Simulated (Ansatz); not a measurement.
# GaP (F-43m): one-shot GW input and result

The calculation used Ansatz 0.2.0-dev, G0W0@PBE, plasmon-pole screening, hard PAW set made for 700 eV.

Input files:

```json
{
 "crystal": {"lattice": [[0.0, 2.7255, 2.7255], [2.7255, 0.0, 2.7255], [2.7255, 2.7255, 0.0]], "atoms": [{"symbol": "Ga", "position": [0, 0, 0]}, {"symbol": "P", "position": [0.25, 0.25, 0.25]}]},
 "kpoints": {"mp_grid": {"grid": [6, 6, 6], "shift": [0, 0, 0]}},
 "hamiltonian": {"xc": "pbe", "pseudopotentials": {"kind": "paw", "azcp": {"Ga": "pseudopotentials/Ga.paw.azcp", "P": "pseudopotentials/P.paw.azcp"}}},
 "scf": {"occupations": {"method": "fixed"}, "convergence": {"dr2_threshold": "1e-9 eV"}, "lower_state_search": "off"},
 "output": {"forces": false, "stress": false},
 "gw": {"n_empty_bands": 399, "ecut_chi": 180.0, "qp_bands": ["v1", "c1"], "qp_kpoints": [[0, 0, 0], [0, 0.5, 0.5], [0, 0, 0.5]], "ecutfock_ratio": 2},
 "basis": {"ecutwfc": 700}
}
```

The input is rewritten from the run's settings (development build, wave cutoff 700 eV).

Levels count from the highest filled Kohn-Sham level listed; ε_QP = ε_KS + Z(Σ − Vxc). VB is the top filled band, CB the lowest empty one.

```
k  band  ε_KS (eV)  Σx − Vxc (eV)  Σc (eV)     Z  ε_QP (eV)
Γ    VB       0.00          -1.73     0.88  0.78      -0.66
Γ    CB       1.83           4.46    -4.23  0.79       2.00
L    VB      -1.12          -2.17     1.24  0.78      -1.84
L    CB       1.67           4.12    -3.98  0.80       1.78
X    VB      -2.68          -2.82     1.77  0.77      -3.49
X    CB       1.65           3.68    -3.90  0.81       1.48
```

The gap (from Γ to X) opens from 1.65 eV to 2.14 eV.

Electronic (ion-clamped) dielectric constant on this mesh, from the head of the inverse dielectric matrix: 12.2.

Spin-orbit coupling is left out. Band sums or response are cut, so the gap isn't at its basis limit. Filled d shells converge slowest, and with PAW files the limit can differ from the all-electron one by tenths of an eV. The gap is read among the points solved; the crystal's band edges can lie elsewhere. Meshes this coarse can overestimate the dielectric constant by a tenth and more.
